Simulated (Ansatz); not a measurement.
In:
```yaml
crystal:
  lattice:
    - [3.03967, 0.00000, 0.00000]
    - [0.00000, 3.03967, 0.00000]
    - [0.00000, 0.00000, 3.03967]
  atoms:
    - { symbol: In, position: [0.00000, 0.00000, 0.00000] }
```

Relaxed with r²SCAN. Special points in fractions of this cell's reciprocal vectors: Γ (0.000, 0.000, 0.000); X (0.000, 0.500, 0.000); M (0.500, 0.500, 0.000); R (0.500, 0.500, 0.500).

Problem. List the band energies nearest the Fermi level at these points for r²SCAN with spin–orbit coupling (plane waves, PAW; program Ansatz).

Solution. In eV from the Fermi level; about four levels below and three above (degenerate sets whole), none deeper than 8.9 eV; points with the same levels are listed once.

```csv
k,below,above
Γ,–,7.37 7.37 8.01 8.01 8.01 8.01
X,-5.58 -5.58 -3.55 -3.55,10.78 10.78 11.37 11.37
M,-0.85 -0.85 -0.52 -0.52,4.31 4.31 14.96 14.96
R,–,1.76 1.76 2.40 2.40 2.40 2.40
```

Space group Pm-3m (simple cubic). A made-up cell: these elements were put on the sites of a structure type; neither database checked (COD, Materials Project) lists it. It is not the phase usual at ambient conditions (space group No. 139). The r²SCAN relaxation kept the symmetry of its start. At this level the phase is mechanically unstable.

Potentials: the later of the program's two PAW sets.
